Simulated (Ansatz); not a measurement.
**GeSbTe$_{3}$: what changed settings do**

The reference input for Ansatz (plane-wave DFT with PAW):

```yaml
crystal:
  lattice:
    - [2.1034800504, 1.2144447733, 9.8714625907]
    - [-2.1034800504, 1.2144447733, 9.8714625907]
    - [0.0, -2.4288895466, 9.8714625907]
  atoms:
    - { symbol: Ge, position: [0.597823, 0.597823, 0.597823] }
    - { symbol: Sb, position: [0.3977, 0.3977, 0.3977] }
    - { symbol: Te, position: [0.99836, 0.99836, 0.99836] }
    - { symbol: Te, position: [0.792575, 0.792575, 0.792575] }
    - { symbol: Te, position: [0.213543, 0.213543, 0.213543] }
basis:
  ecutwfc: 420
kpoints:
  mp_grid: { grid: [6, 6, 6] }
hamiltonian:
  xc: pbe
scf:
  occupations: { method: gaussian, width: 0.1 }
output:
  forces: true
  stress: true
  eigenvalues: true
```

Command:

```bash
ansatz run input.yaml --threads 1 --pin off --max-ram 1331MiB --backend cpu --events-out ev --progress --plain --runs-dir out
```

The run converges in 9 SCF iterations on 32 irreducible k-points: pressure 0.05 GPa, largest force 0.086 eV/Å, no gap.

The inputs are trials, many of them unsound on purpose. Their numbers show the effect of the settings and aren't properties of the material. Each trial's input is given as a difference from the reference's; energies are extrapolated to zero smearing where there is one, and pressure is positive in compression.

Trial 1:

```diff
 kpoints:
-  mp_grid: { grid: [6, 6, 6] }
+  mp_grid: { grid: [3, 3, 3] }
 hamiltonian:
+  dispersion: none
 scf:
+  max_iter: 300
```

The run converges in 7 SCF iterations on 6 irreducible k-points: pressure 0.09 GPa, largest force 0.303 eV/Å, no gap.

Trial 2 (volume scaled):

```diff
 crystal:
   lattice:
-    - [2.1034800504, 1.2144447733, 9.8714625907]
-    - [-2.1034800504, 1.2144447733, 9.8714625907]
-    - [0.0, -2.4288895466, 9.8714625907]
+    - [2.3190315843, 1.3388935095, 10.8830285921]
+    - [-2.3190315843, 1.3388935095, 10.8830285921]
+    - [0.0, -2.6777870189, 10.8830285921]
 basis:
-  ecutwfc: 420
+  ecutwfc: 500
 kpoints:
-  mp_grid: { grid: [6, 6, 6] }
+  mp_grid: { kspacing: 1.2 }
 hamiltonian:
-  xc: pbe
+  xc: r2scan
```

The run converges in 9 SCF iterations on 4 irreducible k-points: pressure -7.04 GPa, largest force 1.616 eV/Å, no gap.

Trial 3:

```diff
 kpoints:
-  mp_grid: { grid: [6, 6, 6] }
+  mp_grid: { grid: [5, 5, 1] }
```

The run converges in 7 SCF iterations on 9 irreducible k-points: energy 9.62 meV per atom below the reference, pressure -0.07 GPa, largest force 0.090 eV/Å, no gap. It warns that the mesh lowers the symmetry.

Trial 4:

```diff
 basis:
-  ecutwfc: 420
+  ecutwfc: 30
 kpoints:
-  mp_grid: { grid: [6, 6, 6] }
+  mp_grid: { grid: [6, 5, 1] }
 scf:
-  occupations: { method: gaussian, width: 0.1 }
+  occupations: { method: tetrahedron_uncorrected }
+  n_extra_bands: 1
+  max_iter: 80
 output:
-  eigenvalues: true
+  eigenvalues: false
+  dos: {}
+accuracy: high
```

The run converges in 17 SCF iterations on 16 irreducible k-points: energy 1041 eV per atom above the reference, pressure -1815 GPa (unreliable at so low a cutoff), largest force 37.560 eV/Å (unreliable too), no gap. It warns that the printed bands weren't solved further after the SCF; that the cutoff lies under the recommended one, 420 eV for these potentials; that the mesh lowers the symmetry.

Trial 5:

```diff
 kpoints:
-  mp_grid: { grid: [6, 6, 6] }
+  mp_grid: { grid: [2, 1, 4] }
 scf:
-  occupations: { method: gaussian, width: 0.1 }
+  occupations: { method: fermi_dirac, width: "3000 K" }
```

The run converges in 9 SCF iterations on 6 irreducible k-points: energy 105 meV per atom above the reference, pressure 1.69 GPa, largest force 0.496 eV/Å, no gap. It warns that the mesh lowers the symmetry.

Trial 6 (one atom moved):

```diff
 crystal:
   atoms:
-    - { symbol: Te, position: [0.792575, 0.792575, 0.792575] }
+    - { symbol: Te, position: [0.9114256637, 0.6737243363, 0.792575] }
 basis:
+  ecutrho_ratio: 4
 kpoints:
-  mp_grid: { grid: [6, 6, 6] }
+  mp_grid: { grid: [3, 3, 3] }
```

The run converges in 9 SCF iterations on 14 irreducible k-points: energy 81.9 meV per atom above the reference, pressure 1.48 GPa, largest force 1.607 eV/Å, no gap.